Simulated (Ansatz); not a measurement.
## Rh (hcp): energy against volume

Method: DFT, PBEsol, plane waves (420 eV) with PAW, scalar-relativistic (Ansatz). The PAW files were generated under PBE, with cores re-solved for the functional.

The cell is scaled uniformly from the relaxed one, with fractional coordinates and shape fixed. Energies are extrapolated to zero smearing, pressures are those at the given smearing. Magnetic state: spin not included.

A Birch-Murnaghan fit gives V₀ = 13.55 Å³/atom, B₀ = 293 GPa, B₀′ = 5.1.

Problem. What are the energy above the minimum and the pressure at 13.033 Å³/atom?

Solution. 19.4 meV/atom and 13.08 GPa as computed.

Problem. What are the energy above the minimum and the pressure at 14.119 Å³/atom?

Solution. 20.2 meV/atom and -10.34 GPa as computed.

Problem. What are the energy above the minimum and the pressure at 14.662 Å³/atom?

Solution. 71.2 meV/atom and -18.35 GPa as computed.
